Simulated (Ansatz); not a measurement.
Method: PBEsol, scalar-relativistic; no spin polarisation; PAW, 420 eV, Γ-centred 10×10×10 mesh, 0.05 eV Gaussian smearing; code Ansatz; PAW files: Ansatz's generated set soft_2.

A crystal of composition XAu, relaxed at this level of theory, gives this pattern between 10° and 80°.

Cu Kα1 powder pattern (kinematic, no thermal factors).
2θ (°) (relative intensity): 30.63 (100), 43.87 (77), 54.46 (27), 63.78 (13), 72.41 (36)

**Question.** Which lattice and cell does the pattern come from?

**Answer.** Cubic, space group Fm-3m (No. 225), a = 5.832 Å, b = 5.832 Å, c = 5.832 Å, α = 90.00°, β = 90.00°, γ = 90.00°. The line positions fix the lattice at most, not the space group, and lines under 1 % of the strongest aren't listed; this is the group of the computed cell.

The calculation on XAu, where X is one element, gave:

```json
{"Band gap": "zero (metallic)", "Density of states at the Fermi level": "0.50 states/(eV·atom)", "Formation energy from the elements (0 K, uncorrected)": "0.01 eV/atom", "Bulk modulus (Birch–Murnaghan)": "86 GPa", "Pressure derivative B0′": "5.2"}
```

Sites: Au on 4b, X on 4a.

**Question.** Which element is X?
A. Pb
B. Tl
C. At
D. Bi

**Answer.** D. X is Bi, so the compound is BiAu.

The cell came from substitution into a structure type; whether the compound takes it is for experiment to say.

Scalar-relativistic only: spin–orbit splittings of the heavy atoms' levels are missing.
